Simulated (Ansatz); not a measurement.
Ru (hcp, Mg type)

```
CELL_PARAMETERS angstrom
      2.69188     0.00000     0.00000
     -1.34594     2.33123     0.00000
      0.00000     0.00000     4.24566
ATOMIC_POSITIONS crystal
  Ru 0.33333 0.66667 0.75000
  Ru 0.66667 0.33333 0.25000
```

The slice is a (1 -1 0 0) plane (indices of the conventional cell) through the point (0.667, 0.333, 0.250) (fractional), spanned by u = [110] and v = [001] in vectors of this cell: u (2.69 Å) and v (4.25 Å, at 90° to u). It covers one period; positions are fractions (u, v).

Method: PBEsol (plane waves to 420 eV, PAW, scalar-relativistic; Ansatz, a quantum-chemistry and plane-wave program). k mesh 20×20×11. Inside the PAW spheres the values are not all-electron values, and peaks at nuclei hang on which shells count as valence. Ru is run without spin polarisation. Ru was relaxed with its symmetry unable to fall.

Question: What is the valence density on the shortest Ru–Ru line in this plane (2.69 Å), at its midpoint?

Answer: 0.40 e/Å³.

Question: What is the ELF at the midpoint of the shortest Ru–Ru line in this plane (2.69 Å)?

Answer: 0.31.

Question: Predict the map of the valence electron density on the slice.

Answer: 
```
|9999999988664433110000001133446688999999|
|9999998877664422110000001122446677889999|
|9999888877553322110000001122335577888899|
|8888777755442211000000000011224455777788|
|7766665544331111000000000011113344556666|
|5555443322221100000000000000112222334455|
|3333222211110000000000000000001111222233|
|1111111111000000000000000000000011111111|
|0000000000000000000000000000000000000000|
|0000000000000000111111111100000000000000|
|0000000000001111111122111111110000000000|
|0000000000111122222222222222111100000000|
|0000000000112222333344333322221100000000|
|0000000011112233444444444433221111000000|
|0000000011222233445555554433222211000000|
|0000000011223344445555554444332211000000|
|0000000011222233445555554433222211000000|
|0000000011112233444444444433221111000000|
|0000000000112222333344333322221100000000|
|0000000000111122222222222222111100000000|
|0000000000001111111122111111110000000000|
|0000000000000000111111111100000000000000|
|0000000000000000000000000000000000000000|
|1111111111000000000000000000000011111111|
|3333222211110000000000000000001111222233|
|5555443322221100000000000000112222334455|
|7766665544331111000000000011113344556666|
|8888777755442211000000000011224455777788|
|9999888877553322110000001122335577888899|
|9999998877664422110000001122446677889999|
|9999999988664433110000001133446688999999|
|9999999988665533111100111133556688999999|
```
Scale: ten equal steps from -0.52 (start of '0') to 1.01 (end of '9'), in the order '0123456789'. Values: log₁₀ of the valence density in e/Å³. The map has 20 points along u (two characters each, u = 0 at the left) and 32 along v (v = 0 in the bottom row). The scale is logarithmic, as a density can span decades between atoms and voids.
